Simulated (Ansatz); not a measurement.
MgS (rock salt), relaxed and computed with several functionals in Ansatz (plane waves, PAW).

```json
[
 {"functional": "PBEsol", "a (Å)": "5.182", "gap (eV)": "2.73", "B₀ by P(V) fit (GPa)": "78.1"},
 {"functional": "LDA", "a (Å)": "5.129", "gap (eV)": "2.65", "B₀ by P(V) fit (GPa)": "83.1"},
 {"functional": "r²SCAN", "a (Å)": "5.205", "gap (eV)": "3.47", "B₀ by P(V) fit (GPa)": "79.8"},
 {"functional": "PBE", "a (Å)": "5.230", "gap (eV)": "2.76", "B₀ by P(V) fit (GPa)": "73.9"},
 {"functional": "HSE06", "a (Å)": "5.194", "gap (eV)": "3.82", "B₀ by P(V) fit (GPa)": "80.0"}
]
```

All cells were relaxed under the symmetry of their starts (and spin orders); stability against distortions was not tested throughout.

Potentials: the earlier of the program's two PAW sets. The files were generated under PBE; for other functionals the program regenerates the frozen cores, and for LDA and PBEsol the local potential too.

Ansatz (a program for electronic structure) is a plane-wave DFT program.
